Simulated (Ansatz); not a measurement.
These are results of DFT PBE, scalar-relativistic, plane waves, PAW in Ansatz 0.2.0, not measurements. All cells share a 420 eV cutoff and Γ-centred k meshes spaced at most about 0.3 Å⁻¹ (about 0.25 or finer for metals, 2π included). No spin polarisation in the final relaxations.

All energies are static (0 K, no zero-point motion).

Two forms of Ge3Te2O were relaxed alike.

A.

```xyz
6
Lattice="3.2966 0.0000 0.0000 0.0000 3.2966 0.0000 0.0000 0.0000 11.9045" Properties=species:S:1:pos:R:3 pbc="T T T"
Ge    1.6483    0.0000    5.0991
Ge    0.0000    1.6483    6.8054
Ge    0.0000    0.0000    0.0000
Te    1.6483    0.0000    8.7564
Te    0.0000    1.6483    3.1481
O     1.6483    1.6483    0.0000
```

B.

```xyz
6
Lattice="3.9814 0.0000 0.0000 -1.9907 3.4480 0.0000 0.0000 0.0000 9.4956" Properties=species:S:1:pos:R:3 pbc="T T T"
Ge    0.0000    2.2986    3.6975
Ge    1.9907    1.1493    5.7982
Ge    0.0000    0.0000    0.0000
Te    0.0000    2.2986    7.6562
Te    1.9907    1.1493    1.8394
O     0.0000    0.0000    4.7478
```

Question: Which is lower in energy, and by how much?

Answer: B is lower, by 179 meV/atom. A has space group P-4m2 (No. 115), 21.6 Å³/atom and no gap on its mesh; B has space group P-3m1 (No. 164), 21.7 Å³/atom and no gap. Counting Ge or Te atoms around O (for each partner element, those within 1.25 times its shortest distance or 1.15 times the sum of covalent radii, where it is the nearest in units of that sum or under 1.3; the shortest distance is added where it exceeds 1.18 times the sum of covalent radii), A has O 4 from 2.3 Å and B has O 6 from 2.5 Å. In A, around Ge on a site of symmetry 2mm lie 4 Ge at 2.89 Å, 4 Te at 3.04 Å, 4 Ge at 3.30 Å and 1 Te at 3.66 Å; around Te lie 4 Ge at 3.04 Å, 4 Te at 3.30 Å, 2 O at 3.55 Å and 3 Ge at 3.55–3.66 Å; O has 4 Ge at 2.33 Å, 4 O at 3.30 Å and 4 Te at 3.55 Å; 1 more site not described. In B, Ge on a site of symmetry 3m is surrounded by 3 O at 2.53 Å, 3 Te at 2.96 Å and 3 Ge at 3.11 Å; around Te lie 6 Ge at 2.94–2.96 Å; around O lie 6 Ge at 2.53 Å; 1 more site not described. Both come from invented guesses.

No dispersion correction is applied, so the spacing and binding between layers, chains or molecules are poorly described (P-4m2), and this can change margins and order among such cells. These runs have no spin–orbit coupling, which can matter for Te. The zero gap of P-3m1 may come from the functional, which often closes small gaps. Cells relaxed within their symmetry can be saddle points.
